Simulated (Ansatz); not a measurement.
TiSe2 (CdI2 type)

```
CELL_PARAMETERS angstrom
      3.48104     0.00000     0.00000
     -1.74052     3.01467     0.00000
      0.00000     0.00000     5.87186
ATOMIC_POSITIONS crystal
  Ti 0.00000 0.00000 0.00000
  Se 0.66667 0.33333 0.26465
  Se 0.33333 0.66667 0.73535
```

This relaxed cell (volume V₀) is scaled evenly in all directions, its shape held. The atoms relax within the cell's symmetry.

Computed with PBE-D3(BJ) (plane waves to 420 eV, PAW, scalar-relativistic; Ansatz, a program for electronic structure). k mesh 15×15×8 (Γ-centred), Fermi-Dirac smearing 0.05 eV. The energy includes the smearing's −TS. Compression counts positive. With the shape held, the modulus is that of even scaling; a crystal free to change shape is softer. TiSe2 is run without spin polarisation. TiSe2 was relaxed with its symmetry unable to fall. The zero of ΔE is the relaxed starting cell. The last digit holds for this mesh only.

```csv
V (Å³/atom),ΔE (meV/atom)
17.254,109.5
18.075,55.8
18.897,22.6
19.718,5.2
20.540,0.0
21.362,4.4
22.183,withheld
23.005,33.7
23.826,55.9
```

Fit a third-order Birch-Murnaghan form (E₀, V₀, B₀, B₀′ free) to the given rows and predict ΔE at V = 22.183.

Least squares on the 8 given rows: ΔE = E₀ + (9V₀B₀/16)·y²·[2 + (B₀′ − 4)y], y = (V₀/V)^(2/3) − 1, with V₀ = 20.539 Å³/atom, B₀ = 46.39 GPa (160.2 GPa = 1 eV/Å³; the term in eV is multiplied by 1000), B₀′ = 5.27, E₀ = -0.02 meV/atom; root-mean-square residual 0.06 meV/atom. At 22.183 the fit gives 16.2 meV/atom; the calculation gives 16.1 meV/atom, so the interpolation is off by 0.1 (+0.6 %). For the pressure the fit gives -2.9 GPa against the computed -2.9 GPa.

(Under strain, the slope of the energy per volume gives the stress and its curvature an elastic modulus.)
